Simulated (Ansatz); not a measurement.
Al2Au:
```yaml
crystal:
  lattice:
    - [-1.81821, 1.81821, 3.82718]
    - [1.81821, -1.81821, 3.82718]
    - [1.81821, 1.81821, -3.82718]
  atoms:
    - { symbol: Au, position: [0.00000, 0.00000, 0.00000] }
    - { symbol: Al, position: [0.33553, 0.33553, 0.00000] }
    - { symbol: Al, position: [0.66447, 0.66447, 0.00000] }
```

Relaxed with r²SCAN. Special points in fractions of this cell's reciprocal vectors: Γ (0.000, 0.000, 0.000); X (0.000, 0.000, 0.500); P (0.250, 0.250, 0.250); N (0.000, 0.500, 0.000); M (0.500, 0.500, -0.500); S (0.306, 0.694, -0.306); S0 (-0.306, 0.306, 0.306); R (-0.113, 0.113, 0.500); G (0.500, 0.500, -0.113).

Question: List the band energies nearest the Fermi level at these points for DFT-r²SCAN with spin–orbit coupling in the program Ansatz with PAW potentials.

Answer: In eV from the Fermi level; about four levels below and three above (degenerate sets whole), none deeper than 8.9 eV; points with the same levels are listed once.

| k | below | above |
|---|---|---|
| Γ | -5.09 -5.09 -0.48 -0.48 | 1.02 1.02 2.36 2.36 |
| X | -1.75 -1.75 -0.52 -0.52 | 0.20 0.20 5.05 5.05 |
| P | -3.27 -3.27 -2.71 -2.71 | 0.44 0.44 1.91 1.91 |
| N | -4.33 -4.33 -3.08 -3.08 | 0.68 0.68 3.17 3.17 |
| M | -0.66 -0.66 -0.30 -0.30 | 2.40 2.40 4.48 4.48 |
| S | -4.80 -4.80 -4.18 -4.18 | 1.95 1.95 2.67 2.67 |
| R | -3.79 -3.79 -2.43 -2.43 | 1.32 1.32 1.98 1.98 |

Space group I4/mmm (MoSi2 or CaC2 type). A made-up cell: these elements were put on the sites of a structure type; neither database checked (COD, Materials Project) lists it. COD files the formula under space group No. 225, so this cell is another polymorph or a model. Whether it is the stable phase at ambient conditions was not checked. The r²SCAN relaxation kept the symmetry of its start; whether a distortion lowers the energy is not shown.

Potentials: the earlier of the program's two PAW sets.
